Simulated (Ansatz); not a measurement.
## Calculated with Ansatz: RbVTe3, settings compared

The input file (Ansatz 0.2.0, plane waves):

```yaml
crystal:
  lattice:
    - [7.3283, 0.0, 0.0]
    - [-3.66415, 6.346499, 0.0]
    - [0.0, 0.0, 6.220377]
  atoms:
    - { symbol: Rb, position: [0.3333, 0.6667, 0.75] }
    - { symbol: Rb, position: [0.6666, 0.3333, 0.25] }
    - { symbol: Te, position: [0.164, 0.328, 0.25] }
    - { symbol: Te, position: [0.836, 0.164, 0.75] }
    - { symbol: Te, position: [0.672, 0.836, 0.25] }
    - { symbol: Te, position: [0.836, 0.672, 0.75] }
    - { symbol: Te, position: [0.164, 0.836, 0.25] }
    - { symbol: Te, position: [0.328, 0.164, 0.75] }
    - { symbol: V, position: [0.0, 0.0, 0.0] }
    - { symbol: V, position: [0.0, 0.0, 0.5] }
  symmetry: { tolerance: 0.0003 }
kpoints:
  mp_grid: { grid: [3, 3, 3], shift: [0, 0, 0] }
magnetization:
  spin_polarized: false
scf:
  occupations: { method: fermi_dirac, width: 0.0125 }
hamiltonian:
  pseudopotentials: { kind: paw }
  xc: pbe
basis:
  ecutwfc: 420
output:
  forces: true
  stress: true
  eigenvalues: true
```

The command:

```bash
ansatz run input.yaml --threads 1 --pin off --max-ram 2560MiB --backend cpu --events-out ev --progress --plain --runs-dir out
```

Origin of the cell: a known structure type with other elements, at an estimated volume, so it need not be a known compound.

Output of this run (shortened):

```
SCF iter   1: F=—  HF=-54243.124258 eV  Δρ=1.09e-2  dr2=4.39e-1  defer=4
SCF iter   2: F=—  HF=-54243.102331 eV  Δρ=5.69e-3  dr2=1.24e-1  defer=26
SCF iter   3: F=—  HF=-54243.101566 eV  Δρ=5.67e-3  dr2=1.08e-1  defer=26
SCF iter   4: F=—  HF=-54243.092477 eV  Δρ=1.61e-3  dr2=1.02e-2  defer=26
SCF iter   5: F=—  HF=-54243.092356 eV  Δρ=3.80e-4  dr2=4.12e-4  defer=26
SCF iter   6: F=—  HF=-54243.092415 eV  Δρ=1.59e-4  dr2=9.66e-5  defer=26
SCF iter   7: F=—  HF=-54243.092336 eV  Δρ=7.08e-5  dr2=2.72e-5  defer=26
SCF iter   8: F=—  HF=-54243.092336 eV  Δρ=2.73e-5  dr2=3.94e-6  defer=26
SCF iter   9: F=—  HF=-54243.092336 eV  Δρ=7.59e-6  dr2=3.13e-7  defer=26
SCF iter  10: F=-54243.092336 eV  HF=-54243.092336 eV  Δρ=2.62e-6  dr2=2.77e-8
SCF 1 converged in 10 iterations: F = -54243.092336 eV  dr2 = 2.77e-8
SCF converged after 10 iterations
Free energy (F): -54243.092336 eV
Harris-Foulkes:  -54243.092336 eV  (|F-HF|=1.14e-8)
Internal energy: -54243.071939 eV  (E = F + TS)
E sigma→0 (E₀):  -54243.082138 eV
Entropy (-TS):   -0.020397 eV (-2.040 meV/atom)
Fermi energy:    9.575315 eV
--- Per-component energies (eV) ---
  E_band       = -2064.650936
  E_kinetic    = 2154.346365
  E_local      = -13326.439974  (includes V_loc(G=0)·N_el)
  E_nonlocal   = -1602.198195
  E_hartree    = 7350.196448
  E_xc         = -1273.313666
  E_vxc        = -1236.860885  (∫ρ·V_xc dr)
  E_paw        = -35438.588640  (= ΣΔE_a)
  E_vpaw       = -2753.872021  (= ΣTr[D̂ρ^β])
  E_aug_tail   = -0.000500  (compensation charges beyond the density's cutoff)
  E_ewald      = -12107.073777
  E_smearing   = -0.020397  (= −TS)
  Σ components = -54243.092336   (vs F -54243.092336, Δ=0.00e0)
--- Forces (eV/Å), atoms counted from 1 ---
  atom   1  Rb    -0.000000     0.000000    -0.000000
  atom   2  Rb    -0.000000    -0.000000     0.000000
  atom   3  Te    -0.000000     1.185895     0.000000
[… 2 lines left out …]
  atom   6  Te     0.000000    -1.185895    -0.000000
  atom   7  Te     1.027015    -0.592948    -0.000000
  atom   8  Te     1.027015     0.592948    -0.000000
  atom   9  V      0.000000     0.000000     0.000000
  atom  10  V     -0.000000    -0.000000     0.000000
  max |Σ_I F_I| component: 2.22e-16 eV/Å
--- Stress (GPa, compression-positive) ---
        6.637120      -0.000000      -0.000000
        0.000000       6.637120      -0.000000
       -0.000000      -0.000000       4.860507
  P = ⅓ Tr σ = 6.0449 GPa (60.449 kbar)
```

The same input was run again with these changes:

1. `magnetization` { spin_polarized: false } → { spin_polarized: true } (starts: small); typed moments: Rb1 0.2, Rb2 0.2, Te3 0.2, Te4 0.2, Te5 0.2, Te6 0.2, Te7 0.2, Te8 0.2, V9 0.2, V10 0.2
2. `hamiltonian.hubbard` default → { sites: [{ species: V, l: d, u_eff: 2.0 }], double_counting: fll }; `hamiltonian.pseudopotentials` { kind: paw } → { kind: nc }
3. `accuracy` default → high

```csv
run,end,SCF iterations,P (GPa),max force component (eV/Å),moment (μB),ΔE(σ→0) (meV/atom)
base,converged,10,6.04,1.186,–,0
1,converged,13,6.22,1.204,1.51,-38.32
2,converged,17,6.84,1.588,–,–
3,converged,12,6.05,1.186,–,0.00
```

Energies are compared only where functional, datasets, charge and starting cell are the same.

Caveats of the base run: no spin polarisation, so a magnetic state may lie lower; no spin-orbit coupling, though heavy elements are present; the k mesh is coarse if the cell is a metal.

Run 1: one start, so the magnetic state may not be the lowest.
Run 2: the cutoff lies below the datasets' advice.

The base run took 11 s of wall time on 1 CPU thread(s) of a shared host, from the program's own first density.
